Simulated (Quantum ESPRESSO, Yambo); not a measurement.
MoS2 (space group R3m, No. 160). Cell and atoms were relaxed with PBE+D3(BJ) from Materials Project entry mp-1434, within its symmetry. Chain: PBEsol (Quantum ESPRESSO, PseudoDojo norm-conserving, 80 Ry, without SOC); G0W0 in Yambo (6×6×6 Γ-centred k mesh, bands 2 to 107 and a 8 Ry block in the screening, 107 bands in G with the Bruneval-Gonze terminator, plasmon pole fitted at 27.2 eV); BSE (10×10×10 mesh, 2 valence and 4 conduction bands, static screening with 34 bands and a 4 Ry block, scissor 0.49 eV, Tamm-Dancoff).

| Quantity | Result |
|---|---|
| PBEsol gap (dense path) | 0.73 eV |
| PBEsol gap Z → (0, 0.167, -0.167) on the GW mesh | 0.75 eV |
| PBEsol smallest direct gap on the GW mesh, at (0.167, -0.5, -0.167) | 1.77 eV |
| G0W0 direct gap at that point | 2.26 eV |
| G0W0 correction to the gap Z → (0, 0.167, -0.167) | 0.39 eV |
| lowest exciton | no binding energy given (see below) |

Rough cost of the Yambo steps against G0W0 for 12 states: BSE about 1/2.

Convergence of the G0W0 settings was not tested. The BSE states are vertical excitations (zero momentum); the indirect quasiparticle gap, about 1.13 eV, is smaller than the direct one (2.26 eV on the GW mesh). The run can't give a binding energy: the direct gap on its mesh, 2.48 eV, isn't the smallest one (2.28 eV from the band path plus the scissor). Axes are Cartesian, with cell vectors (Å) (1.58, 0.91, 6.00), (-1.58, 0.91, 6.00), (0.00, -1.82, 6.00).

Spin-orbit splittings are left out.
